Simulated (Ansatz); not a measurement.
Crystals of one structure type (Cu3Au type) and one family of elements, relaxed and computed with the program Ansatz at the LDA level (PAW).

```csv
crystal,V (Å³/atom),B₀ by P(V) fit (GPa)
TiRh3,13.40,278
HfRh3,14.43,264
ZrRh3,14.56,254
ZrIr3,14.95,?
```

Task: Fit a straight line to ln B₀ against ln V and predict the withheld value.

Result: Least squares on the 3 shown rows: ln B₀ = -0.94 × ln V + (8.069), with a scatter of 1 %. For ZrIr3 this gives 251. The run itself gave 312, outside the scatter: the line misses something about this case.

Standing as an ambient phase not checked: TiRh3, Cu3Au type; HfRh3, Cu3Au type; ZrRh3, Cu3Au type; ZrIr3, Cu3Au type. All cells were relaxed under the symmetry of their starts (and spin orders); stability against distortions was not tested throughout. Rows with no word on spin ran without spin polarisation. Spin–orbit coupling is left out wherever it is not named.

Potentials: the later of the program's two PAW sets.
